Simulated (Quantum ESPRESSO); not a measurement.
Space group Pa-3 (No. 205); a = b = c = 5.5605 Å, α = β = γ = 90.00°

```tsv
atom	site	symmetry	x	y	z
N	8c	.3.	0.0574	0.0574	0.0574
```

The geometry is that of Materials Project entry mp-25, symmetrised and not relaxed again.

Question: What does norm-conserving PBEsol (Quantum ESPRESSO, 84 Ry, scalar-relativistic) give for the electronic structure near the Fermi level?

Answer: The PBEsol gap is indirect, 7.21 eV, from X to Γ; the smallest direct gap is 7.24 eV.
